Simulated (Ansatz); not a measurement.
A trial cell of TiSi2 was relaxed with PBEsol (plane waves to 420 eV, PAW, scalar-relativistic; Ansatz, a quantum-chemistry and plane-wave program).

Before: P2₁ (No. 4), mP6; a = 4.362 Å, b = 4.132 Å, c = 5.087 Å, α = γ = 90.00°, β = 101.87°.

After relaxation:

Simulated powder pattern, Fe Kα, λ = 1.93735 Å (kinematic, ideal powder, no thermal factors, no anomalous dispersion; the 24 strongest lines at most, above 1 %, up to 2θ = 90°):

```tsv
2θ (°)	I/Imax (%)
18.72	48
41.51	1.5
45.90	100
57.51	98
58.41	25
60.16	55
63.60	6.7
81.17	3.9
88.77	32
```

### Question
Identify the relaxed structure from its pattern: crystal system, space group and cell.

### Answer
Tetragonal, P4/mmm (No. 123), tP3; a = b = 2.7332 Å, c = 5.9558 Å, α = β = γ = 90.00°. Sites: Si 2h (0.500, 0.500, 0.197); Ti 1b (0.000, 0.000, 0.500).

### Question
Index the strongest lines.

### Answer
18.72° (001), 45.90° (101), 57.51° (102), 60.16° (110), 88.77° (113).

No spin polarisation in the result.

The run could not lose the symmetry of its start, so the end can be a saddle point.

The relaxed structure here is a generated cell of TiSi2: the first start was made by a random draw of sites in a space group, and the end was not matched to a known phase here, so it may be hypothetical. Known forms of TiSi2 include space group No. 63, 70.
